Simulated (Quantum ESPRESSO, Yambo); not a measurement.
YSF (space group P4/nmm, No. 129). The geometry is that of Materials Project entry mp-10086, symmetrised and not relaxed again. Chain: PBEsol (pw.x of Quantum ESPRESSO, ONCV potentials, without SOC); G0W0 in Yambo (4×4×2 Γ-centred k mesh, bands 3 to 184 and a 8 Ry block in the screening, 184 bands in G with the Bruneval-Gonze terminator, plasmon pole fitted at 27.2 eV); BSE (6×6×4 mesh, 6 valence and 9 conduction bands, static screening with 60 bands and a 3 Ry block, scissor 1.65 eV, Tamm-Dancoff).

```
Item                                                                          Result
-----------------------------------------------  -----------------------------------
PBEsol gap (dense path)                                                      1.22 eV
PBEsol gap Γ → Γ on the GW mesh                                              1.22 eV
PBEsol smallest direct gap on the GW mesh, at Γ                              1.22 eV
G0W0 direct gap at that point                                                2.87 eV
G0W0 correction to the gap Γ → Γ                                             1.65 eV
lowest exciton                                   no binding energy given (see below)
```

Rough cost of the Yambo steps against G0W0 for 8 states: BSE within a factor of two.

Nearest settings tried, and what they do to the gap: 72 bands in G: +2 meV; 3 Ry block (59 vectors against 271): -360 meV. Not varied: bands in W, mesh. So the settings aren't converged at that level. The BSE states are vertical excitations (zero momentum). The lowest state covers only about 1 of the 144 k points, so the mesh doesn't resolve it: its energy and its distance from the direct gap are mesh artefacts. An extended exciton needs a far denser mesh. Axes are Cartesian, with cell vectors (Å) (3.77, 0.00, 0.00), (0.00, 3.77, 0.00), (0.00, 0.00, 6.83).

The structure is a Materials Project entry; no match was found in the copy of COD used, and its stability was not checked.
